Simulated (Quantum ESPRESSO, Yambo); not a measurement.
## Quasiparticle gap of CdF$_{2}$

```
CdF2
1.0
    0.00000     2.70052     2.70052
    2.70052     0.00000     2.70052
    2.70052     2.70052     0.00000
F Cd
2 1
Direct
  0.25000   0.25000   0.25000
  0.75000   0.75000   0.75000
  0.00000   0.00000   0.00000
```

The geometry is that of Materials Project entry mp-241, symmetrised and not relaxed again.

Starting point: LDA (Quantum ESPRESSO, PseudoDojo norm-conserving, 102 Ry, no spin-orbit coupling). G0W0 in Yambo: 4×4×4 Γ-centred k mesh, bands 5 to 98 and a 10 Ry block in the screening, 98 bands in G with the Bruneval-Gonze terminator, plasmon pole fitted at 27.2 eV.

- LDA gap along the band path = 2.80 eV
- LDA gap between the mesh's edge points (W → Γ) = 2.80 eV
- G0W0 gap between the same points = 5.79 eV
- LDA smallest direct gap on the mesh (at Γ) = 3.27 eV
- G0W0 direct gap at that point = 6.52 eV

| k point | band | E LDA (eV) | E QP (eV) | shift (eV) | Z |
|---|---|---|---|---|---|
| Γ | VB | -0.48 | -2.42 | -1.94 | 0.80 |
| Γ | CB | 2.80 | 4.09 | 1.30 | 0.87 |
| L | VB | -0.38 | -2.24 | -1.86 | 0.80 |
| L | CB | 6.89 | 8.72 | 1.83 | 0.84 |
| X | VB | -0.09 | -1.79 | -1.70 | 0.79 |
| X | CB | 7.69 | 9.69 | 2.01 | 0.84 |
| W | VB | 0.00 | -1.70 | -1.70 | 0.79 |
| W | CB | 7.76 | 9.78 | 2.02 | 0.84 |

Energies count from the LDA valence-band maximum.

Nearest settings tried, and what they do to the gap: 65 bands in W, 65 bands in G: +82 meV; 8 Ry block (137 vectors against 169): -26 meV. Not varied: mesh. So the settings aren't converged at that level.

Spin-orbit splittings are left out.
